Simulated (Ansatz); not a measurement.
**Question.** Name crystals whose computed values (plane-wave PAW PBEsol (Ansatz code)) fall in these windows: B₀ by P(V) fit (GPa) 130 to 160; highest Γ mode, no LO–TO term (cm⁻¹) 120 to 140.

**Answer.** 

```
crystal         B₀ by P(V) fit (GPa)  highest Γ mode, no LO–TO term (cm⁻¹)
--------------  --------------------  ------------------------------------
CdO, CsCl type                   151                                   127
```
Others may fit too.

Typed or built starts, not in the databases checked: CdO, CsCl type. Not the usual ambient phase: CdO, CsCl type. Unstable at this level: CdO, CsCl type. The cell was relaxed under the symmetry of its start. Spin–orbit coupling is left out wherever it is not named.

Potentials: the later of the program's two PAW sets.
